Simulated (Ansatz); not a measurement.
A relaxation computed with Ansatz, from input to last step.

```yaml
crystal:
  lattice:
    - [7.6780099727, -1.7894788661, 0.0]
    - [7.6780099727, 1.7894788661, 0.0]
    - [-3.6066853565, 0.0, 9.4986864698]
  atoms:
    - { symbol: V, position: [0.1183616, 0.1183616, 0.11584789] }
    - { symbol: V, position: [0.8816384, 0.8816384, 0.88415211] }
    - { symbol: V, position: [0.29099338, 0.29099338, 0.41450448] }
    - { symbol: V, position: [0.34073162, 0.34073162, 0.11066459] }
    - { symbol: V, position: [0.65926838, 0.65926838, 0.88933541] }
    - { symbol: V, position: [0.70900662, 0.70900662, 0.58549552] }
    - { symbol: O, position: [0.18218506, 0.18218506, 0.94454265] }
    - { symbol: O, position: [0.11401582, 0.11401582, 0.27095685] }
    - { symbol: O, position: [0.24344674, 0.24344674, 0.57413699] }
    - { symbol: O, position: [0.36324245, 0.36324245, 0.92498767] }
    - { symbol: O, position: [0.26798426, 0.26798426, 0.22321874] }
    - { symbol: O, position: [0.40056855, 0.40056855, 0.4809109] }
    - { symbol: O, position: [0.44381976, 0.44381976, 0.22087676] }
    - { symbol: O, position: [0.55618024, 0.55618024, 0.77912324] }
    - { symbol: O, position: [0.0, 0.0, 0.0] }
    - { symbol: O, position: [0.59943145, 0.59943145, 0.5190891] }
    - { symbol: O, position: [0.73201574, 0.73201574, 0.77678126] }
    - { symbol: O, position: [0.63675755, 0.63675755, 0.07501233] }
    - { symbol: O, position: [0.75655326, 0.75655326, 0.42586301] }
    - { symbol: O, position: [0.88598418, 0.88598418, 0.72904315] }
    - { symbol: O, position: [0.81781494, 0.81781494, 0.05545735] }
basis:
  ecutwfc: 420
kpoints:
  mp_grid: { grid: [8, 8, 4] }
hamiltonian:
  xc: pbesol
scf:
  occupations: { method: gaussian, width: 0.02 }
output:
  forces: true
  stress: true
  eigenvalues: true
relax:
  adjacent_minimum: "off"
  f_tol: 0.01
  max_steps: 40
```

```bash
ansatz run input.yaml --threads 4 --pin off --max-ram 10240MiB --backend cpu --events-out ev --progress --plain --runs-dir out
```

Method: DFT PBEsol, scalar-relativistic, plane waves, PAW in Ansatz 0.2.0.

Of 6 frames 6 are shown, positions in Å and forces in eV/Å; the SCF threshold varies from step to step. The mark taken_back stands on steps that the optimiser undid.

```xyz
21
Lattice="7.6780 -1.7895 0.0000 7.6780 1.7895 0.0000 -3.6067 0.0000 9.4987" Properties=species:S:1:pos:R:3:forces:R:3 pbc="T T T" step=1 free_energy_over_end_meV_per_atom=2.89
V     1.3997    0.0000    1.1004   -0.2897    0.0000    0.4397
V    10.3496    0.0000    8.3983    0.2897    0.0000   -0.4397
V     2.9735    0.0000    3.9372    0.6501    0.0000    0.2672
V     4.8331    0.0000    1.0512    0.5301    0.0000    0.4327
V     6.9162    0.0000    8.4475   -0.5301    0.0000   -0.4327
V     8.7758    0.0000    5.5614   -0.6501    0.0000   -0.2672
O    -0.6090    0.0000    8.9719   -0.0281    0.0000   -0.0636
O     0.7736    0.0000    2.5737    0.3166    0.0000   -0.7105
O     1.6676    0.0000    5.4535   -0.0306    0.0000   -0.0827
O     2.2418    0.0000    8.7862    0.0120    0.0000    0.0012
O     3.3101    0.0000    2.1203    0.0459    0.0000    0.0697
O     4.4166    0.0000    4.5680   -0.8730    0.0000   -0.3932
O     6.0187    0.0000    2.0980   -0.7179    0.0000   -0.6085
O     5.7307    0.0000    7.4006    0.7179    0.0000    0.6085
O     0.0000    0.0000    0.0000    0.0000    0.0000    0.0000
O     7.3327    0.0000    4.9307    0.8730    0.0000    0.3932
O     8.4392    0.0000    7.3784   -0.0459    0.0000   -0.0697
O     9.5075    0.0000    0.7125   -0.0120    0.0000   -0.0012
O    10.0817    0.0000    4.0451    0.0306    0.0000    0.0827
O    10.9758    0.0000    6.9250   -0.3166    0.0000    0.7105
O    12.3584    0.0000    0.5268    0.0281    0.0000    0.0636
21
Lattice="7.6780 -1.7895 0.0000 7.6780 1.7895 0.0000 -3.6067 0.0000 9.4987" Properties=species:S:1:pos:R:3:forces:R:3 pbc="T T T" step=2 free_energy_over_end_meV_per_atom=0.53
V     1.4044    0.0000    1.0876   -0.1313    0.0000    0.2243
V    10.3449    0.0000    8.4111    0.1313    0.0000   -0.2243
V     2.9632    0.0000    3.9302    0.2714    0.0000    0.1141
V     4.8219    0.0000    1.0487    0.2500    0.0000    0.1854
V     6.9274    0.0000    8.4500   -0.2500    0.0000   -0.1854
V     8.7861    0.0000    5.5685   -0.2714    0.0000   -0.1141
O    -0.6025    0.0000    8.9677   -0.0194    0.0000   -0.0173
O     0.7841    0.0000    2.5539    0.1134    0.0000   -0.3118
O     1.6706    0.0000    5.4530   -0.0142    0.0000   -0.0419
O     2.2384    0.0000    8.7933    0.0152    0.0000    0.0071
O     3.3022    0.0000    2.1167    0.0445    0.0000    0.0225
O     4.3992    0.0000    4.5520   -0.3840    0.0000   -0.1709
O     5.9951    0.0000    2.0942   -0.3158    0.0000   -0.2641
O     5.7543    0.0000    7.4045    0.3158    0.0000    0.2641
O     0.0000    0.0000    0.0000    0.0000    0.0000    0.0000
O     7.3501    0.0000    4.9467    0.3840    0.0000    0.1709
O     8.4471    0.0000    7.3820   -0.0445    0.0000   -0.0225
O     9.5109    0.0000    0.7053   -0.0152    0.0000   -0.0071
O    10.0787    0.0000    4.0457    0.0142    0.0000    0.0419
O    10.9652    0.0000    6.9448   -0.1134    0.0000    0.3118
O    12.3519    0.0000    0.5310    0.0194    0.0000    0.0173
21
Lattice="7.6780 -1.7895 0.0000 7.6780 1.7895 0.0000 -3.6067 0.0000 9.4987" Properties=species:S:1:pos:R:3:forces:R:3 pbc="T T T" step=3 free_energy_over_end_meV_per_atom=0.01
V     1.4029    0.0000    1.0842    0.0150    0.0000    0.0020
V    10.3465    0.0000    8.4145   -0.0150    0.0000   -0.0020
V     2.9545    0.0000    3.9230   -0.0197    0.0000   -0.0251
V     4.8181    0.0000    1.0428   -0.0149    0.0000   -0.0296
V     6.9312    0.0000    8.4559    0.0149    0.0000    0.0296
V     8.7948    0.0000    5.5756    0.0197    0.0000    0.0251
O    -0.6028    0.0000    8.9698    0.0054    0.0000   -0.0123
O     0.7800    0.0000    2.5419    0.0023    0.0000    0.0117
O     1.6732    0.0000    5.4522   -0.0012    0.0000    0.0031
O     2.2418    0.0000    8.7941    0.0008    0.0000    0.0034
O     3.2999    0.0000    2.1118   -0.0125    0.0000    0.0238
O     4.3842    0.0000    4.5393    0.0231    0.0000    0.0077
O     5.9812    0.0000    2.0875    0.0103    0.0000    0.0225
O     5.7681    0.0000    7.4112   -0.0103    0.0000   -0.0225
O     0.0000    0.0000    0.0000    0.0000    0.0000    0.0000
O     7.3651    0.0000    4.9594   -0.0231    0.0000   -0.0077
O     8.4494    0.0000    7.3869    0.0125    0.0000   -0.0238
O     9.5075    0.0000    0.7046   -0.0008    0.0000   -0.0034
O    10.0761    0.0000    4.0465    0.0012    0.0000   -0.0031
O    10.9693    0.0000    6.9567   -0.0023    0.0000   -0.0117
O    12.3521    0.0000    0.5288   -0.0054    0.0000    0.0123
21
Lattice="7.6780 -1.7895 0.0000 7.6780 1.7895 0.0000 -3.6067 0.0000 9.4987" Properties=species:S:1:pos:R:3:forces:R:3 pbc="T T T" step=4 free_energy_over_end_meV_per_atom=0.00
V     1.4037    0.0000    1.0838    0.0021    0.0000    0.0084
V    10.3457    0.0000    8.4149   -0.0021    0.0000   -0.0084
V     2.9543    0.0000    3.9229   -0.0068    0.0000   -0.0027
V     4.8170    0.0000    1.0437    0.0065    0.0000   -0.0126
V     6.9324    0.0000    8.4550   -0.0065    0.0000    0.0126
V     8.7951    0.0000    5.5758    0.0068    0.0000    0.0027
O    -0.6017    0.0000    8.9683    0.0023    0.0000   -0.0035
O     0.7816    0.0000    2.5420   -0.0038    0.0000    0.0014
O     1.6734    0.0000    5.4524   -0.0008    0.0000    0.0007
O     2.2414    0.0000    8.7953    0.0005    0.0000    0.0046
O     3.2987    0.0000    2.1125   -0.0027    0.0000    0.0006
O     4.3846    0.0000    4.5386    0.0042    0.0000    0.0012
O     5.9789    0.0000    2.0902   -0.0011    0.0000    0.0043
O     5.7704    0.0000    7.4085    0.0011    0.0000   -0.0043
O     0.0000    0.0000    0.0000    0.0000    0.0000    0.0000
O     7.3647    0.0000    4.9601   -0.0042    0.0000   -0.0012
O     8.4506    0.0000    7.3862    0.0027    0.0000   -0.0006
O     9.5079    0.0000    0.7034   -0.0005    0.0000   -0.0046
O    10.0760    0.0000    4.0462    0.0008    0.0000   -0.0007
O    10.9677    0.0000    6.9567    0.0038    0.0000   -0.0014
O    12.3510    0.0000    0.5304   -0.0023    0.0000    0.0035
21
Lattice="7.6780 -1.7895 0.0000 7.6780 1.7895 0.0000 -3.6067 0.0000 9.4987" Properties=species:S:1:pos:R:3:forces:R:3 pbc="T T T" step=5 free_energy_over_end_meV_per_atom=0.00 taken_back
V     1.4033    0.0000    1.0849    0.0082    0.0000   -0.0080
V    10.3461    0.0000    8.4138   -0.0082    0.0000    0.0080
V     2.9533    0.0000    3.9216   -0.0003    0.0000   -0.0020
V     4.8184    0.0000    1.0424   -0.0138    0.0000    0.0240
V     6.9310    0.0000    8.4563    0.0138    0.0000   -0.0240
V     8.7960    0.0000    5.5771    0.0003    0.0000    0.0020
O    -0.6004    0.0000    8.9660   -0.0026    0.0000    0.0076
O     0.7796    0.0000    2.5423   -0.0021    0.0000    0.0011
O     1.6741    0.0000    5.4528    0.0016    0.0000    0.0009
O     2.2419    0.0000    8.7979    0.0135    0.0000   -0.0210
O     3.2968    0.0000    2.1109    0.0003    0.0000   -0.0014
O     4.3840    0.0000    4.5367    0.0037    0.0000    0.0001
O     5.9781    0.0000    2.0915   -0.0040    0.0000   -0.0031
O     5.7712    0.0000    7.4072    0.0040    0.0000    0.0031
O     0.0000    0.0000    0.0000    0.0000    0.0000    0.0000
O     7.3654    0.0000    4.9620   -0.0037    0.0000   -0.0001
O     8.4525    0.0000    7.3878   -0.0003    0.0000    0.0014
O     9.5075    0.0000    0.7008   -0.0135    0.0000    0.0210
O    10.0753    0.0000    4.0459   -0.0016    0.0000   -0.0009
O    10.9697    0.0000    6.9564    0.0021    0.0000   -0.0011
O    12.3497    0.0000    0.5327    0.0026    0.0000   -0.0076
21
Lattice="7.6780 -1.7895 0.0000 7.6780 1.7895 0.0000 -3.6067 0.0000 9.4987" Properties=species:S:1:pos:R:3:forces:R:3 pbc="T T T" step=6 free_energy_over_end_meV_per_atom=0.00
V     1.4033    0.0000    1.0846    0.0005    0.0000    0.0014
V    10.3460    0.0000    8.4141   -0.0005    0.0000   -0.0014
V     2.9538    0.0000    3.9223    0.0011    0.0000    0.0009
V     4.8173    0.0000    1.0430   -0.0002    0.0000   -0.0009
V     6.9321    0.0000    8.4556    0.0002    0.0000    0.0009
V     8.7955    0.0000    5.5763   -0.0011    0.0000   -0.0009
O    -0.6012    0.0000    8.9677    0.0009    0.0000   -0.0005
O     0.7804    0.0000    2.5424   -0.0016    0.0000    0.0003
O     1.6737    0.0000    5.4526    0.0004    0.0000    0.0004
O     2.2420    0.0000    8.7958    0.0018    0.0000   -0.0006
O     3.2977    0.0000    2.1118   -0.0010    0.0000   -0.0008
O     4.3844    0.0000    4.5377   -0.0013    0.0000   -0.0013
O     5.9780    0.0000    2.0909   -0.0014    0.0000    0.0006
O     5.7713    0.0000    7.4078    0.0014    0.0000   -0.0006
O     0.0000    0.0000    0.0000    0.0000    0.0000    0.0000
O     7.3649    0.0000    4.9610    0.0013    0.0000    0.0013
O     8.4516    0.0000    7.3869    0.0010    0.0000    0.0008
O     9.5074    0.0000    0.7029   -0.0018    0.0000    0.0006
O    10.0756    0.0000    4.0460   -0.0004    0.0000   -0.0004
O    10.9690    0.0000    6.9563    0.0016    0.0000   -0.0003
O    12.3505    0.0000    0.5310   -0.0009    0.0000    0.0005
```

It took 3 min on 4 threads of Intel(R) Xeon(R) Platinum 8488C (Sapphire Rapids) (shared host), peak memory 1.9 GiB.